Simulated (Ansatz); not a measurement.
BaHfO3:
```
CELL_PARAMETERS angstrom
      4.17740     0.00000     0.00000
      0.00000     4.17740     0.00000
      0.00000     0.00000     4.17740
ATOMIC_POSITIONS crystal
  Ba 0.00000 0.00000 0.00000
  Hf 0.50000 0.50000 0.50000
  O  0.00000 0.50000 0.50000
  O  0.50000 0.50000 0.00000
  O  0.50000 0.00000 0.50000
```

Relaxed with r²SCAN. Special points in fractions of this cell's reciprocal vectors: Γ (0.000, 0.000, 0.000); X (0.000, 0.500, 0.000); M (0.500, 0.500, 0.000); R (0.500, 0.500, 0.500).

### Question
List the band energies nearest the valence-band maximum at these points for plane-wave PAW r²SCAN (Ansatz code).

### Answer
In eV from the valence-band maximum; about four levels below and three above (degenerate sets whole), none deeper than 8.9 eV; points with the same levels are listed once.

```
k                                below           above
-  -----------------------------------  --------------
Γ  -0.98 -0.98 -0.98 -0.12 -0.12 -0.12  4.20 4.20 4.20
X        -1.70 -1.70 -1.60 -0.45 -0.45  4.66 6.91 6.91
M              -0.98 -0.88 -0.88 -0.05  6.84 6.84 7.31
R     -2.48 -2.48 -2.48 0.00 0.00 0.00  6.76 6.76 6.76
```

Space group Pm-3m (cubic perovskite). The r²SCAN relaxation kept the symmetry of its start. No spin polarisation was allowed. Scalar-relativistic: spin–orbit coupling is off unless named, which matters more the heavier the elements.

Potentials: the earlier of the program's two PAW sets.
